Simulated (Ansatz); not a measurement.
CdI₂:
```
CELL_PARAMETERS angstrom
      4.24247     0.00000     0.00000
     -2.12124     3.67409     0.00000
      0.00000     0.00000     6.82394
ATOMIC_POSITIONS crystal
  Cd 0.00000 0.00000 0.00000
  I  0.33333 0.66667 0.25348
  I  0.66667 0.33333 0.74652
```

Relaxed with PBE+D3(BJ). Independent-particle spectrum: no excitons, no local fields, no scissors shift; 0.1 eV broadening; ε₁ of the summed bands alone.

### Question
Tabulate the dielectric function from the program Ansatz at the PBE+D3(BJ) level (PAW).

### Answer


| E (eV) | ε₁ xx | ε₂ xx | ε₁ zz | ε₂ zz |
|---|---|---|---|---|
| 0.0 | 6.05 | 0.00 | 5.97 | 0.00 |
| 0.5 | 6.10 | 0.00 | 6.03 | 0.00 |
| 1.0 | 6.27 | 0.00 | 6.20 | 0.00 |
| 1.5 | 6.58 | 0.00 | 6.53 | 0.00 |
| 2.0 | 7.15 | 0.00 | 7.16 | 0.00 |
| 2.5 | 8.39 | 0.01 | 8.78 | 0.06 |
| 3.0 | 9.93 | 1.80 | 10.09 | 4.21 |
| 3.5 | 11.03 | 5.12 | 6.72 | 6.36 |
| 4.0 | 5.94 | 8.73 | 4.93 | 4.45 |
| 4.5 | 2.88 | 6.36 | 5.42 | 5.22 |
| 5.0 | 6.94 | 5.25 | 7.11 | 3.44 |
| 5.5 | 2.54 | 9.72 | 7.17 | 11.14 |
| 6.0 | -0.13 | 6.03 | -0.22 | 9.40 |
| 6.5 | 0.57 | 7.38 | 1.85 | 7.13 |
| 7.0 | -0.30 | 4.96 | -2.03 | 8.16 |
| 7.5 | -0.18 | 5.47 | -2.27 | 3.95 |
| 8.0 | -0.74 | 6.47 | 0.04 | 4.32 |
| 8.5 | -2.50 | 3.60 | -1.49 | 3.81 |
| 9.0 | -1.25 | 2.63 | -1.83 | 3.13 |
| 9.5 | -1.28 | 2.89 | -1.70 | 2.63 |
| 10.0 | -1.24 | 2.11 | -1.04 | 1.92 |
| 10.5 | -1.24 | 1.83 | -1.02 | 1.90 |
| 11.0 | -0.84 | 1.38 | -0.71 | 1.53 |
| 11.5 | -0.75 | 1.27 | -0.93 | 1.47 |
| 12.0 | -0.45 | 1.10 | -0.57 | 1.01 |

### Question
From ε at 2.8 eV (xx: 9.64 + 1.19i), find n, k, the normal reflectivity and the absorption coefficient.

### Answer
n = 3.11, k = 0.191, R = 27 %, α = 2kE/ħc = 54000 cm⁻¹.

With all bands, ε∞ without local fields is 6.19 (xx = yy), 6.11 (zz). DFPT, with local fields, gives 5.74 (xx = yy), 4.95 (zz).

Space group P-3m1 (CdI2 type). The cell was relaxed with PBE+D3(BJ) under the symmetry of its start; phonons on a q-mesh show no instability. Scalar-relativistic: spin–orbit coupling is off unless named, which matters more the heavier the elements.

Potentials: the later of the program's two PAW sets.
